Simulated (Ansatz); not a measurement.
Ag, DFT, LDA, all-electron PAW with datasets made for the crystal, scalar-relativistic (Ansatz 0.2.0), run on 1 thread of Arm Neoverse V1 on a shared host.

The geometry is COD entry 1509194, unchecked; take it as a test cell. The listed cell was then made from it by scaling, straining or moving an atom.

Command: `ansatz run input.yaml --threads 1 --pin off --max-ram 6144MiB --backend cpu --events-out ev --progress --plain --runs-dir out`

```yaml
crystal:
  lattice:
    - [2.8861989086, 0.0, 0.0]
    - [-1.4430994543, 2.4995215753, 0.0]
    - [0.0, 0.0, 9.9]
  atoms:
    - { symbol: Ag, position: [0.3333333333, 0.6666666667, 0.25] }
    - { symbol: Ag, position: [0.6666666667, 0.3333333333, 0.75] }
    - { symbol: Ag, position: [0.0, 0.0, 0.0] }
    - { symbol: Ag, position: [0.0, 0.0, 0.5] }
kpoints:
  mp_grid: { grid: [14, 14, 4] }
scf:
  occupations: { method: fermi_dirac, width: 0.08 }
hamiltonian:
  xc: lda
  pseudopotentials: { kind: all_electron, datasets: crystal }
output:
  forces: true
  stress: true
  eigenvalues: true
  efg: { contact_densities: true }
```

Q: How large is the problem that the program sets up?

A: 72 irreducible k-points, 687 plane waves at Γ, 27 bands.

Q: About how long does it take, and how much memory does it use?

A: 27 s of wall time for 10 SCF iterations, with a peak of 0.68 GiB. Times on shared machines scatter by tens of per cent.

Q: And the same cell and mesh by PAW with the default files, asked for forces, stress, eigenvalues, efg, on the same hardware?

A: 14 s, peak memory 0.44 GiB.
